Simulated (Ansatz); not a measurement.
Ti₅Ge₃ in space group P6_3/mcm (No. 193; Ti on 6g, Ti on 4d, Ge on 6g) under volume change, the program Ansatz at the r²SCAN level (PAW), shape and atoms relaxed at each volume.

```
V (Å³/atom)  E − E(relaxed) (meV/atom)  P (GPa)
-----------  -------------------------  -------
14.576                            66.1    15.95
15.057                            27.8     9.78
15.537                             6.6     4.50
16.018                             0.0     0.00
16.498                             5.9    -3.84
16.979                            22.5    -7.11
17.459                            48.1    -9.88
```

### Question
What does a third-order Birch–Murnaghan fit give for V₀, B₀ and B′?

### Answer
V₀ = 16.02 Å³/atom, B₀ = 138 GPa, B′ = 4.3.

The workflow started from a Materials Project entry (that database holds measured and hypothetical structures alike); the Crystallography Open Database files this formula in space group No. 193, but the cells were not matched. Whether it is the stable phase at ambient conditions was not checked. The cell was relaxed with r²SCAN under the symmetry of its start; whether a distortion lowers the energy is not shown. The run is not spin-polarised.

Potentials: the later of the program's two PAW sets.
